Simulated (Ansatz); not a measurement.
Relaxed-ion elastic tensor of ZnS (4H polytype, P6_3mc) in GPa (Voigt order), PBEsol in the plane-wave PAW code Ansatz; density 4.21 g/cm³, 19.21 Å³ per atom.

```
 128  60.3  46.5   0.0   0.0   0.0
60.3   128  46.5   0.0   0.0   0.0
46.5  46.5   147   0.0   0.0   0.0
 0.0   0.0   0.0  29.4   0.0   0.0
 0.0   0.0   0.0   0.0  29.4   0.0
 0.0   0.0   0.0   0.0   0.0  33.7
```

Problem. Is the crystal mechanically stable?

Solution. Yes: the smallest eigenvalue of C is 29.4 GPa.

Problem. Work out the Voigt, Reuss and Hill averages.

Solution. K_V = 78.8, K_R = 78.7, K_H = 78.7; G_V = 35.1, G_R = 33.8, G_H = 34.5 GPa.

Problem. Give Young's modulus, Poisson's ratio, Pugh's ratio and the universal anisotropy index.

Solution. E = 9KG/(3K + G) = 90.2 GPa; ν = 0.31; K/G = 2.29 (ductile by the Pugh limit of 1.75); A_U = 5G_V/G_R + K_V/K_R − 6 = 0.18.

Problem. Estimate the sound speeds and the Debye temperature.

Solution. v_l = √((K + 4G/3)/ρ) = 5440 m/s, v_t = √(G/ρ) = 2860 m/s, mean 3200 m/s; Θ = (h/k)(3n/4πV)^(1/3) v_m = 356 K.

Problem. How much does each axis shrink under pressure?

Solution. Linear compressibilities β_i = Σ_j S_ij (j = 1 to 3): x 4.3, y 4.3, z 4.1 per TPa.

The cell was relaxed with PBEsol under the symmetry of its start.

Potentials: the later of the program's two PAW sets.
